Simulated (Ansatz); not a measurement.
SrO:
Space group Fm-3m (No. 225); a = 5.160 Å, b = 5.160 Å, c = 5.160 Å, α = 90.00°, β = 90.00°, γ = 90.00°

| atom | site | symmetry | x | y | z |
|---|---|---|---|---|---|
| Sr | 4a | m-3m | 0.0000 | 0.0000 | 0.0000 |
| O | 4b | m-3m | 0.5000 | 0.5000 | 0.5000 |
(The calculation used a cell of 2 atoms; values per cell refer to that cell.)

Relaxed with r²SCAN.

**Question.** Give the optical modes at the zone centre with their infrared and Raman activity from DFPT, r²SCAN (plane waves, PAW; program Ansatz).

**Answer.** Transverse frequencies, without the LO–TO term; a row sums one degenerate level.

```
ω (cm⁻¹)  degeneracy  IR ((D/Å)²/amu)  Raman (Å⁴/amu)  activity  symmetry
--------  ----------  ---------------  --------------  --------  --------
214                3            29.79               0        IR       T1u
```

**Question.** How high does the top mode go among those that the LO–TO term moves?

**Answer.** 470 cm⁻¹ for q along x.

The cell was relaxed with r²SCAN under the symmetry of its start; phonons on a q-mesh show no instability.

Potentials: the later of the program's two PAW sets.
